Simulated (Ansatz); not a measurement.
Se:
```
Se
1.0
    2.81387     0.00000     0.00000
    0.00000     2.81387     0.00000
    0.00000     0.00000     2.81387
Se
1
Cartesian
  0.00000   0.00000   0.00000
```

Relaxed with r²SCAN.

Question: Map the valence electron density (e/Å³), cut off at 4 on the plane through (0.000, 0.000, 0.000) spanned by u = [1, 0, 0] and v = [0, 1, 0] in lattice vectors, from r²SCAN in the plane-wave PAW code Ansatz.

Answer: x is the fraction of u, y of v (the angle between them is 90°; rows are the nearest grid lines); atoms in the plane: Se at (0.00, 0.00).
```
y \ x   0.000  0.0625  0.188  0.250  0.375  0.438  0.562  0.625  0.750  0.812  0.938   1.00
------  -----  ------  -----  -----  -----  -----  -----  -----  -----  -----  -----  -----
1.00     4.00    4.00   3.89   1.28  0.493  0.352  0.352  0.493   1.28   3.89   4.00   4.00
0.938    4.00    4.00   3.10   1.16  0.470  0.336  0.336  0.470   1.16   3.10   4.00   4.00
0.875    4.00    4.00   1.80  0.930  0.407  0.294  0.294  0.407  0.930   1.80   4.00   4.00
0.750    1.28    1.16  0.705  0.511  0.242  0.180  0.180  0.242  0.511  0.705   1.16   1.28
0.688   0.742   0.705  0.481  0.352  0.173  0.132  0.132  0.173  0.352  0.481  0.705  0.742
0.625   0.493   0.470  0.324  0.242  0.125  0.097  0.097  0.125  0.242  0.324  0.470  0.493
0.562   0.352   0.336  0.237  0.180  0.097  0.077  0.077  0.097  0.180  0.237  0.336  0.352
0.438   0.352   0.336  0.237  0.180  0.097  0.077  0.077  0.097  0.180  0.237  0.336  0.352
0.375   0.493   0.470  0.324  0.242  0.125  0.097  0.097  0.125  0.242  0.324  0.470  0.493
0.312   0.742   0.705  0.481  0.352  0.173  0.132  0.132  0.173  0.352  0.481  0.705  0.742
0.250    1.28    1.16  0.705  0.511  0.242  0.180  0.180  0.242  0.511  0.705   1.16   1.28
0.125    4.00    4.00   1.80  0.930  0.407  0.294  0.294  0.407  0.930   1.80   4.00   4.00
0.0625   4.00    4.00   3.10   1.16  0.470  0.336  0.336  0.470   1.16   3.10   4.00   4.00
0.000    4.00    4.00   3.89   1.28  0.493  0.352  0.352  0.493   1.28   3.89   4.00   4.00
```

The density is the valence pseudo-density with augmentation charge, so density and ELF within about 1 Å of a nucleus are not all-electron values.

Space group Pm-3m (simple cubic). The workflow started from a Materials Project entry (that database holds measured and hypothetical structures alike); the Crystallography Open Database copy checked does not list it. It is not the phase usual at ambient conditions (space group No. 152). The cell was relaxed with r²SCAN under the symmetry of its start; its stability against distortions is not shown here.

Potentials: the earlier of the program's two PAW sets. The files were generated under PBE; for other functionals the program regenerates the frozen cores, and for LDA and PBEsol the local potential too.
